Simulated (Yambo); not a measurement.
```
CELL_PARAMETERS angstrom
      4.29914     0.00000     0.00000
     -2.14957     3.72317     0.00000
      0.00000     0.00000     5.06195
ATOMIC_POSITIONS crystal
  H  0.66667 0.33333 0.12456
  Al 0.66667 0.33333 0.46935
  Si 0.33333 0.66667 0.54409
  Ba 0.00000 0.00000 0.00491
```

BaAlSiH (space group P3m1, No. 156): mean Im ε in 1 eV windows above the direct gap of 1.60 eV, for different electron-hole kernels (Yambo, broadening 0.15 eV, PBEsol (pw.x of Quantum ESPRESSO, ONCV potentials, with spin-orbit coupling) bands; 6×6×4 mesh, 6 valence and 14 conduction bands, static screening with 80 bands and a 4 Ry block, scissor 0.32 eV, Tamm-Dancoff; field along x).

```json
[
 {"window (eV)": "1.6 to 2.6", "independent quasiparticles": "19", "RPA (no attraction)": "15", "BSE": "25"},
 {"window (eV)": "2.6 to 3.6", "independent quasiparticles": "22", "RPA (no attraction)": "20", "BSE": "18"},
 {"window (eV)": "3.6 to 4.6", "independent quasiparticles": "11", "RPA (no attraction)": "10", "BSE": "9.1"}
]
```

This run doesn't resolve bound excitons or single peaks, so only averages are given, and they too depend on the mesh; weight that the attraction moves below the gap isn't listed. All transitions below 5.58 eV are in the band window. The scissor comes from a G0W0 run whose convergence isn't established.

Geometry relaxed with PBEsol.

The structure is a Materials Project entry; no match was found in the copy of COD used, and its stability was not checked.
